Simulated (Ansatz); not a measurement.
**GePt2 (P-62m): electronic heat capacity and spin susceptibility from the density of states**

Computed with DFT r2SCAN, scalar-relativistic, plane waves, PAW in Ansatz 0.2.0.

Cutoff 500 eV; k points 6×6×10 on the computed 9-atom cell (Γ-centred); Gaussian smearing, width 0.10 eV; no spin polarisation.

Relaxed cell: P-62m, a = 6.724 Å, b = 6.724 Å, c = 3.557 Å, α = 90.00°, β = 90.00°, γ = 120.00°, 9 atoms in the primitive cell. Whether it is the stable form of this composition wasn't checked.

The density of states at the Fermi level is 1.757 states/eV in the cell of 9 atoms (3 formula units; both spins, tetrahedra on a 9×9×15 mesh). Averaged over bins of 0.1 eV the density runs from 1.4 to 2.2 states/eV within 0.2 eV of the Fermi level, so the figure hangs on the exact place of that level.

Question: What Sommerfeld coefficient and Pauli susceptibility does this give?

Answer: Per formula unit N(E_F) = 0.586 states/eV. γ = (π²/3) k_B² N(E_F) N_A = 2.357 mJ/(mol K²) per state/eV, so γ = 1.4 mJ/(mol K²), a mole of formula units. χ_P = μ_B² N(E_F) N_A = 3.23×10⁻⁵ emu/mol per state/eV gives 1.9×10⁻⁵ emu/mol. This is the bare band result: a measured γ of the same phase is as a rule larger by a factor 1 + λ from phonons and spin fluctuations, the spin part of χ is larger by the Stoner factor, and a measured χ also holds orbital and core terms. N(E_F) at one energy is sensitive to the mesh where the density of states has sharp peaks.

Spin-orbit coupling is left out, which matters for the bands of heavy elements.

Cost: 1 run of about 14 core-minutes, on Arm Neoverse V1 (shared hosts).